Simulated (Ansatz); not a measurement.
## AgP₄ in Ansatz, relaxation

input.yaml:

```yaml
crystal:
  lattice:
    - [5.413219, 0.0, 0.0]
    - [2.706609, -5.674557, 0.0]
    - [2.090218, 0.0, -5.549176]
  atoms:
    - { symbol: Ag, position: [0.06241, 0.87518, 0.75] }
    - { symbol: Ag, position: [0.93759, 0.12482, 0.25] }
    - { symbol: P, position: [0.36236, 0.82282, 0.32203] }
    - { symbol: P, position: [0.81482, 0.82282, 0.17797] }
    - { symbol: P, position: [0.63764, 0.17718, 0.67797] }
    - { symbol: P, position: [0.18518, 0.17718, 0.82203] }
    - { symbol: P, position: [0.49503, 0.5577, 0.81004] }
    - { symbol: P, position: [0.94727, 0.5577, 0.68996] }
    - { symbol: P, position: [0.50497, 0.4423, 0.18996] }
    - { symbol: P, position: [0.05273, 0.4423, 0.31004] }
  symmetry: { tolerance: 0.0003 }
kpoints:
  mp_grid: { grid: [4, 4, 3], shift: [0, 0, 0] }
magnetization:
  spin_polarized: false
scf:
  occupations: { method: fermi_dirac }
  lower_state_search: "off"
hamiltonian:
  pseudopotentials: { kind: paw }
  xc: pbe
basis:
  ecutwfc: 420
  fft_grid_basis: typed
relax:
  max_steps: 40
output:
  forces: true
  stress: true
  eigenvalues: true
  bader: true
  populations: true
  elf: true
  write_potential: true
  volumetric_format: npy
  dos:
    e_range: [-12, 8]
    de: 0.05
    projected: { site_lists: { Ag: [Ag], P: [P] } }
checkpoint:
  read: saved_state
```

Launch command:

```bash
ansatz run input.yaml --threads 2 --pin off --max-ram 2560MiB --backend cpu --events-out ev --progress --plain --runs-dir out
```

Origin of the cell: a known structure type with other elements, at an estimated volume, so it need not be a known compound.

The smearing width isn't typed, so it takes its default of 0.1 eV.

The saved state is a converged single point of the same cell.

Output (shortened):

```
Warning: output.stress: scf.convergence.dr2_threshold = 1e-7 eV (the SCF's general default) is looser than the 1e-9 eV advised for a printed stress (1e-10 eV for each atom of the cell: 10). W […]
Pseudopotentials: kind: paw
Pseudopotential: Ag, paw, valence charge 19, recommended cutoff 420 eV (normal), Ag.paw.azcp
Pseudopotential: P, paw, valence charge 5, recommended cutoff 420 eV (normal), P.paw.azcp
Functional definition: PBE
  exchange = pbe_x(kappa = kappa, mu = beta*pi^2/3)
  correlation = pbe_c(beta = beta)
Crystal: 10 atoms, lattice volume = 170.457 Å³
Basis set: ecut = 420 eV, 3335 PW (Γ), exchange–correlation on 80×90×80 points (8 copies of the dense FFT grid, shifted against one another)
Bands: 49, of which v1, the nominal top of the filled ones, is band 39 counted from 1 (38 counted from 0)
Symmetry: 4 space group operations
[… 7 lines left out …]
Initial density: read from a saved state, or passed on in memory by an earlier SCF of this step, an earlier step, the calling program or the single point that the run made first
Functional: x = pbe(κ = 0.804, μ = 0.219515), c = pbe(β = 0.066725)
SCF iter   1: F=—  HF=-21223.627245 eV  Δρ=1.35e-3  dr2=2.73e-3
SCF iter   2: F=—  HF=-21223.627042 eV  Δρ=7.83e-4  dr2=9.62e-4
SCF iter   3: F=—  HF=-21223.626932 eV  Δρ=1.26e-4  dr2=2.80e-5
SCF iter   4: F=—  HF=-21223.626943 eV  Δρ=6.20e-5  dr2=5.99e-6
SCF iter   5: F=—  HF=-21223.626944 eV  Δρ=2.09e-5  dr2=9.92e-7
SCF iter   6: F=-21223.626945 eV  HF=-21223.626945 eV  Δρ=4.88e-6  dr2=8.50e-8
relax step   1: F+E_penalty+E_count = -21223.626945 eV  Δ(F+E_penalty+E_count) = +0.000e0 eV  max|allowed force component| = 1.946e0 eV/Å  Δτ_max = 0.0000 Å  (6 SCF iters, accepted)
relax step   2: F+E_penalty+E_count = -21224.838289 eV  Δ(F+E_penalty+E_count) = -1.211e0 eV  max|allowed force component| = 8.174e-1 eV/Å  Δτ_max = 0.0907 Å  (5 SCF iters, dr2 threshold 1.00e-4 eV, accepted)
relax step   3: F+E_penalty+E_count = -21225.054264 eV  Δ(F+E_penalty+E_count) = -2.160e-1 eV  max|allowed force component| = 2.658e-1 eV/Å  Δτ_max = 0.0679 Å  (5 SCF iters, dr2 threshold 4.18e-5 eV, accepted)
relax step   4: F+E_penalty+E_count = -21225.070943 eV  Δ(F+E_penalty+E_count) = -1.668e-2 eV  max|allowed force component| = 1.223e-1 eV/Å  Δτ_max = 0.0330 Å  (5 SCF iters, dr2 threshold 7.47e-6 eV, accepted)
relax step   5: F+E_penalty+E_count = -21225.084923 eV  Δ(F+E_penalty+E_count) = -1.398e-2 eV  max|allowed force component| = 8.982e-2 eV/Å  Δτ_max = 0.0856 Å  (6 SCF iters, dr2 threshold 1.58e-6 eV, accepted)
relax step   6: F+E_penalty+E_count = -21225.087187 eV  Δ(F+E_penalty+E_count) = -2.264e-3 eV  max|allowed force component| = 2.666e-2 eV/Å  Δτ_max = 0.0213 Å  (5 SCF iters, dr2 threshold 1.71e-6 eV, accepted)
relax step   7: F+E_penalty+E_count = -21225.087370 eV  Δ(F+E_penalty+E_count) = -1.830e-4 eV  max|allowed force component| = 2.281e-3 eV/Å  Δτ_max = 0.0050 Å  (5 SCF iters, accepted)
SCF 7 converged in 5 iterations: F = -21225.087370 eV  dr2 = 2.05e-8
SCF converged after 5 iterations
Free energy (F): -21225.087370 eV
Harris-Foulkes:  -21225.087370 eV  (|F-HF|=6.89e-9)
Internal energy: -21224.994585 eV  (E = F + TS)
E sigma→0 (E₀):  -21225.040977 eV
Entropy (-TS):   -0.092785 eV (-9.279 meV/atom)
Fermi energy:    10.806585 eV
--- Per-component energies (eV) ---
  E_band       = -600.946981
  E_kinetic    = 1631.265344
  E_local      = -7559.196035  (includes V_loc(G=0)·N_el)
  E_nonlocal   = 430.272985
  E_hartree    = 3370.289627
  E_xc         = -868.231076
  E_vxc        = -964.957721  (∫ρ·V_xc dr)
  E_paw        = -12356.573067  (= ΣΔE_a)
  E_vpaw       = -878.900560  (= ΣTr[D̂ρ^β])
  E_aug_tail   = 0.000651  (compensation charges beyond the density's cutoff)
  E_ewald      = -5872.823013
  E_smearing   = -0.092785  (= −TS)
  Σ components = -21225.087370   (vs F -21225.087370, Δ=0.00e0)
--- Forces (eV/Å), atoms counted from 1 ---
  atom   1  Ag    -0.000000    -0.000471     0.000000
  atom   2  Ag     0.000000     0.000471    -0.000000
  atom   3  P     -0.001070    -0.002063     0.002281
  atom   4  P      0.001070    -0.002063    -0.002281
  atom   5  P      0.001070     0.002063    -0.002281
  atom   6  P     -0.001070     0.002063     0.002281
  atom   7  P      0.000417    -0.000669     0.001940
  atom   8  P     -0.000417    -0.000669    -0.001940
  atom   9  P     -0.000417     0.000669    -0.001940
  atom  10  P      0.000417     0.000669     0.001940
  max |Σ_I F_I| component: 0.00e0 eV/Å
--- Stress (GPa, compression-positive) ---
       10.864040       0.000000      -1.882767
        0.000000      11.179642       0.000000
       -1.882767       0.000000      12.091885
  P = ⅓ Tr σ = 11.3785 GPa (113.785 kbar)
--- Relaxed structure (7 steps of the walk, 7 accepted, 0 SCFs on fresh bases) ---
  F+E_penalty+E_count = -21225.087370 eV   max|allowed force component| = 2.281e-3 eV/Å
  atoms:
    - { symbol: Ag, position: [0.081440, 0.837121, 0.75] }
    - { symbol: Ag, position: [0.918560, 0.162879, 0.25] }
    - { symbol: P, position: [0.375415, 0.831277, 0.306110] }
    - { symbol: P, position: [0.793309, 0.831277, 0.193890] }
    - { symbol: P, position: [0.624585, 0.168723, 0.693890] }
    - { symbol: P, position: [0.206691, 0.168723, 0.806110] }
    - { symbol: P, position: [0.527046, 0.516919, 0.806982] }
    - { symbol: P, position: [0.956035, 0.516919, 0.693018] }
    - { symbol: P, position: [0.472954, 0.483081, 0.193018] }
    - { symbol: P, position: [0.043965, 0.483081, 0.306982] }
--- Löwdin populations: 10 sites ---
  site symbol       q [e]
     0     Ag     18.3299
     1     Ag     18.3299
     2      P      5.1923
     3      P      5.1923
     4      P      5.1923
     5      P      5.1923
     6      P      4.9066
     7      P      4.9066
     8      P      4.9066
     9      P      4.9066
  spilling = 0.012111 (of n_electrons = 78.000000)
--- Bader charges: 10 sites ---
  site symbol  charge [e]  shift [e]
     0     Ag      0.2205     0.0050
     1     Ag      0.2206     0.0050
     2      P     -0.1069     0.0002
     3      P     -0.1069     0.0002
     4      P     -0.1069     0.0002
     5      P     -0.1069     0.0002
     6      P     -0.0033     0.0023
     7      P     -0.0033     0.0023
     8      P     -0.0033     0.0023
     9      P     -0.0034     0.0023
  estimated error of the sums over rays = 5.0e-4 e
```

Before:

Space group C2/c (No. 15); the run's cell has a = 5.413 Å, b = 6.287 Å, c = 5.930 Å, α = 81.27°, β = 69.36°, γ = 64.50°. Shortest distances: P–P 2.27 Å, Ag–P 2.40 Å, Ag–Ag 3.29 Å.

After:

Space group C2/c (No. 15); the run's cell has a = 5.413 Å, b = 6.287 Å, c = 5.930 Å, α = 81.27°, β = 69.36°, γ = 64.50°. Shortest distances: P–P 2.12 Å, Ag–P 2.48 Å, Ag–Ag 3.49 Å.

- Free energy lowered by: 146.0 meV/atom
- Final pressure: 11.38 GPa
- Relaxation steps listed: 7
- Gap on the mesh: none (metal)

Caveats: the SCF threshold is looser than advised for a stress; the k mesh is coarse if the cell is a metal; the relaxation held the start's symmetry, so the end may be a saddle point.

It ran for 2.7 min on 2 threads of Arm Neoverse N1, with other jobs on the host, peak memory 0.57 GiB, from a saved density.
